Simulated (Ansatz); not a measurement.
AgCl (rock salt)

```
AgCl
1.0
    0.00000     5.61150     5.61150
    2.80575     0.00000     2.80575
    2.80575     2.80575     0.00000
Cl Ag
2 2
Cartesian
  0.00000   0.00000   0.00000
  0.00000   2.80575   2.80575
  2.80575   2.80575   2.80575
  2.80575   5.61150   5.61150
```

In this cell atom 1 (Cl, nearest neighbour Ag at 2.806 Å; its periodic images, 4.0 Å or more away, move with it) is moved by s along Cartesian [110], unit vector (0.707, 0.707, 0.000); all other atoms and the cell stay fixed.

All values below come from PBE (plane waves to 420 eV, PAW, scalar-relativistic; Ansatz, a first-principles code). k mesh 4×8×8 (Γ-centred), Fermi-Dirac smearing 0.05 eV. Energies are smeared free energies. AgCl was relaxed with its symmetry unable to fall. ΔE is measured from the undisplaced structure.

| s (Å) | ΔE (meV/cell) |
|---|---|
| -0.840 | 442 |
| -0.672 | withheld |
| -0.504 | 98 |
| -0.336 | 33 |
| -0.168 | 7 |
| 0.000 | 0 |
| 0.168 | 7 |
| 0.336 | 33 |
| 0.504 | 98 |
| 0.672 | withheld |
| 0.840 | 442 |

Question: Fit an even polynomial form (powers 2, 4) to the given rows and predict ΔE at s = 0.672.

Answer: Least squares on the 9 given rows: ΔE = (244.6)·s² + (541.3)·s⁴, in meV/cell with s in Å; root-mean-square residual 0.9 meV/cell. At 0.672 the fit gives 221 meV/cell; the calculation gives 226 meV/cell, so the interpolation is off by -5 (-2.2 %). The quadratic term alone would give 110 meV/cell.

(For displaced atoms, the force is minus the slope of the energy, and its curvature is a force constant, which sets phonon frequencies.)
